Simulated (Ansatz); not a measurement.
Total density of states per atom from the program Ansatz at the PBEsol level (PAW), in 0.25 eV bins, energy from the Fermi level:

```
E (eV) | states/eV/atom
    -7.85 |  0.00
    -7.60 |  0.00
    -7.35 |  0.00
    -7.10 |  0.00
    -6.85 |  0.01
    -6.60 | ## 0.04
    -6.35 | ##### 0.13
    -6.10 | ############## 0.37
    -5.85 | ################### 0.51
    -5.60 | #################### 0.54
    -5.35 | ################# 0.46
    -5.10 | #################### 0.54
    -4.85 | ################# 0.45
    -4.60 | ######### 0.25
    -4.35 | ###### 0.16
    -4.10 | ###### 0.18
    -3.85 | ######## 0.22
    -3.60 | ############## 0.38
    -3.35 | ################## 0.50
    -3.10 | ################# 0.45
    -2.85 | ################# 0.47
    -2.60 | ################## 0.48
    -2.35 | ################## 0.48
    -2.10 | ##################### 0.57
    -1.85 | ######################## 0.65
    -1.60 | ####################### 0.63
    -1.35 | ####################### 0.63
    -1.10 | ######################## 0.65
    -0.85 | ######################### 0.68
    -0.60 | ######################## 0.64
    -0.35 | ################### 0.51
    -0.10 | ################## 0.49
     0.15 | ####################### 0.62
     0.40 | ################### 0.51
     0.65 | ############## 0.38
     0.90 | ######## 0.22
     1.15 | ######### 0.25
     1.40 | ############ 0.33
     1.65 | ############## 0.39
     1.90 | ################## 0.48
     2.15 | ############## 0.37
     2.40 | ############# 0.34
     2.65 | ################# 0.46
     2.90 | ################## 0.50
     3.15 | ####################### 0.63
     3.40 | ########################### 0.73
     3.65 | ####################### 0.62
     3.90 | ########################### 0.72
     4.15 | ############################## 0.81
     4.40 | ####################### 0.62
     4.65 | ######################## 0.66
```

**Question.** Which compound is it?
A. GaSb, P6_222 (Ga on 3d, Sb on 3c)
B. In2Te3, F-43m (Pearson symbol cF180)
C. InSb, NiAs type
D. ZnS, NiAs type

**Answer.** C, InSb, NiAs type. Within 0.5 eV of the Fermi level: Sb 5p 64 %, In 5p 19 %, In 5s 11 %. Projections are on Löwdin-orthogonalised atomic valence shells; empty p or d shells of many metals are not among them.

Space group P6_3/mmc (NiAs type). The start of the workflow was typed in or built on a structure type; neither database checked (COD, Materials Project) lists it. It is not the phase usual at ambient conditions (space group No. 216). Symmetry was held in the PBEsol relaxation; its stability against distortions is not shown here. Scalar-relativistic: spin–orbit coupling is off unless named, which matters more the heavier the elements.

Potentials: the earlier of the program's two PAW sets. The files were generated under PBE; for other functionals the program regenerates the frozen cores, and for LDA and PBEsol the local potential too.
